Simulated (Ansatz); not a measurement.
A distorted cell of BN (wurtzite):

```
CELL_PARAMETERS angstrom
      5.10906     0.00000     0.00000
     -1.27726     2.21229     0.00000
      2.55453     0.00000     4.22457
ATOMIC_POSITIONS crystal
  B  0.82810 0.33185 0.00750
  B  0.33865 0.33481 0.99232
  B  0.93908 0.68086 0.48357
  B  0.39434 0.65247 0.51625
  N  0.03609 0.34378 0.61538
  N  0.50529 0.32289 0.63519
  N  0.10368 0.67262 0.13787
  N  0.60436 0.66072 0.11271
```

Level of theory: PBE (plane waves to 420 eV, PAW, scalar-relativistic; Ansatz, a first-principles code). k mesh 15×15×15 (Γ-centred), Fermi-Dirac smearing 0.05 eV. Stress and pressure are positive under compression. BN was relaxed with its symmetry unable to fall.

### Question
What forces act on the atoms (eV/Å, Cartesian)?

### Answer
| atom | Fx | Fy | Fz |
|---|---|---|---|
| B1 | 0.109 | 0.063 | -0.755 |
| B2 | -0.204 | -0.118 | 1.217 |
| B3 | -1.053 | -0.608 | 2.669 |
| B4 | 2.605 | 1.504 | -1.832 |
| N5 | -2.547 | -1.470 | 1.722 |
| N6 | 0.980 | 0.566 | -1.687 |
| N7 | -0.890 | -0.514 | -2.897 |
| N8 | 1.001 | 0.578 | 1.563 |

### Question
Give the stress tensor in GPa and the pressure.

### Answer
```
    6.1      3.4     -0.9
    3.4      2.1     -0.5
   -0.9     -0.5      8.4
```
The pressure, a third of the trace, is 5.5 GPa.

(For displaced atoms, the force is minus the slope of the energy, and its curvature is a force constant, which sets phonon frequencies.)
